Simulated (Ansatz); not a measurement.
ZrBr (R-3m): lattice vibrations

```
CELL_PARAMETERS angstrom
1.73710 1.00291 9.63966
-1.73710 1.00291 9.63966
0.00000 -2.00583 9.63966
ATOMIC_POSITIONS crystal
Zr 0.20719 0.20719 0.20719
Zr 0.79281 0.79281 0.79281
Br 0.39482 0.39482 0.39482
Br 0.60518 0.60518 0.60518
```

Unless marked otherwise, the numbers come from PBEsol, all-electron LAPW in Ansatz 0.2.0, scalar-relativistic. k mesh 10×10×10, Fermi-Dirac smearing of 0.100 eV, basis error target 1 meV/atom. The cell was relaxed by PAW under this functional.

Atoms are displaced by 0.01 Å in the primitive cell, which gives the zone-centre modes alone. Negative values stand for unstable modes.

(1) Is the structure dynamically stable at these wave vectors?

(2) How do the optical zone-centre modes decompose, and which are active?

(3) How well do frozen-core PAW files reproduce these all-electron values?

(4) The cell is scaled evenly to 97.740 and 103.786 Å³ (from 100.763), with free atoms relaxed and the shape held, so these aren't the values under hydrostatic pressure. What are the mode Grüneisen parameters γ = −d ln ω/d ln V?

## Answers

(1) Yes, no mode is unstable there; wave vectors off this mesh aren't tested.

(2) Point group -3m: Γ_opt = 2Eg + 2A1g + Eu + A2u.

| label | cm⁻¹ | activity | mostly |
| --- | --- | --- | --- |
| Eg | 68.2 | Raman | Br (69 %) |
| A1g | 123.4 | Raman | Br (79 %) |
| Eu | 150.6 | IR | Br (53 %) |
| Eg | 168.4 | Raman | Zr (69 %) |
| A2u | 217.5 | IR | Br (53 %) |
| A1g | 257.1 | Raman | Zr (79 %) |

In a metal the activity is that of symmetry alone; free carriers screen the infrared modes.

(3) With a cutoff of 420 eV and displacements of 0.0025 Å, the r.m.s. difference over the modes is 0.0 cm⁻¹; the largest difference is 257.0 (PAW) against 257.1 cm⁻¹ (LAPW).

(4) For the highest mode, 258.6 cm⁻¹ in the small cell and 257.1 in the large one give γ ≈ 0.10. From the change of the dynamical matrix on each mode:

```
point   cm⁻¹      γ
Gamma   68.2  -0.71
Gamma  123.4   0.27
Gamma  150.6   0.28
Gamma  168.4  -0.21
Gamma  217.5   0.43
Gamma  257.1   0.10
``` Rows under −0.05 (2 here) are modes that soften under compression and pull towards negative thermal expansion.

Keep in mind: responses of metals move with mesh and smearing; no dispersion correction, so the spacing and stiffness between layers or molecules are poor; zone-boundary modes aren't tested; the frozen-core PAW files of the compared runs were fitted under PBE, their cores solved anew for this functional.
